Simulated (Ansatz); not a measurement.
Tl, DFT, LDA, all-electron LAPW, scalar-relativistic (Ansatz 0.2.0), run on 1 thread of Arm Neoverse V2 on a shared host.

The cell is COD entry 9008555, as deposited and not checked against the literature; nothing was relaxed. The listed cell was then made from it by scaling, straining or moving an atom.

Command: `ansatz run input.yaml --threads 1 --pin off --max-ram 3072MiB --backend cpu --events-out ev --progress --plain --runs-dir out`

```yaml
crystal:
  lattice:
    - [-1.9474485524, 1.9474485524, 1.9474485524]
    - [1.9474485524, -1.9474485524, 1.9474485524]
    - [1.9474485524, 1.9474485524, -1.9474485524]
  atoms:
    - { symbol: Tl, position: [0.0, 0.0, 0.0] }
kpoints:
  mp_grid: { grid: [13, 13, 13] }
  band_path:
    path:
      - [0.0, 0.0, 0.0]
      - [0.5, -0.5, 0.5]
      - [0.0, 0.0, 0.5]
      - [0.0, 0.0, 0.0]
      - [0.25, 0.25, 0.25]
      - [0.5, -0.5, 0.5]
      - [0.25, 0.25, 0.25]
      - [0.0, 0.0, 0.5]
    npoints: 5
scf:
  occupations: { method: fermi_dirac, width: 0.05 }
hamiltonian:
  xc: lda
  pseudopotentials: { kind: all_electron, lapw: { basis_error: 0.00025 } }
output:
  forces: true
  stress: true
  eigenvalues: true
```

(1) How large is the problem that the program sets up?

(2) About how long does it take, and how much memory does it use?

Results:

(1) 84 irreducible k-points, 201 plane waves at Γ, 22 bands.

(2) 10 s of wall time for 7 SCF iterations, with a peak of 0.3 GiB. Times on shared machines scatter by tens of per cent.
